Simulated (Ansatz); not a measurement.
BaTiO$_{3}$ (tetragonal-perovskite type, space group P4mm)

```xyz
5
Lattice="3.9555 0.0000 0.0000 0.0000 3.9555 0.0000 0.0000 0.0000 4.0461" Properties=species:S:1:pos:R:3 pbc="T T T"
Ti     1.9777     1.9777     1.8090
Ba     0.0000     0.0000     3.7706
O      1.9777     1.9777     3.6488
O      1.9777     0.0000     1.6693
O      0.0000     1.9777     1.6693
```

In this cell atom 4 (O, nearest neighbour Ti at 1.983 Å; its periodic images, 4.0 Å or more away, move with it) is moved by s towards the nearest neighbour, unit vector (0.000, -0.998, 0.070); all other atoms and the cell stay fixed.

Level of theory: PBEsol (plane waves to 420 eV, PAW, scalar-relativistic; Ansatz, a quantum-chemistry and plane-wave program). k mesh 7×7×7 (Γ-centred), Fermi-Dirac smearing 0.05 eV. The energy includes the smearing's −TS. Left out: 4 of 11 points, with atoms too close for the PAW data. BaTiO3 is run without spin polarisation. BaTiO3 was relaxed with its symmetry unable to fall. The PAW data are Ansatz's earlier set. The zero of ΔE is the undisplaced structure.

```tsv
s (Å)	ΔE (meV/cell)
-0.240	265.9
-0.160	withheld
-0.080	22.9
0.000	0.0
0.080	23.0
0.160	102.9
0.240	271.0
```

Task: Fit a polynomial form (powers 2, 3, 4) to the given rows and predict ΔE at s = -0.160.

Result: Least squares on the 6 given rows: ΔE = (3453)·s² + (184.4)·s³ + (20960)·s⁴, in meV/cell with s in Å; root-mean-square residual 0.03 meV/cell. At -0.160 the fit gives 101.4 meV/cell; the calculation gives 101.5 meV/cell, so the interpolation is off by -0.1 (-0.1 %). The quadratic term alone would give 88.4 meV/cell.

(For displaced atoms, the force is minus the slope of the energy, and its curvature is a force constant, which sets phonon frequencies.)
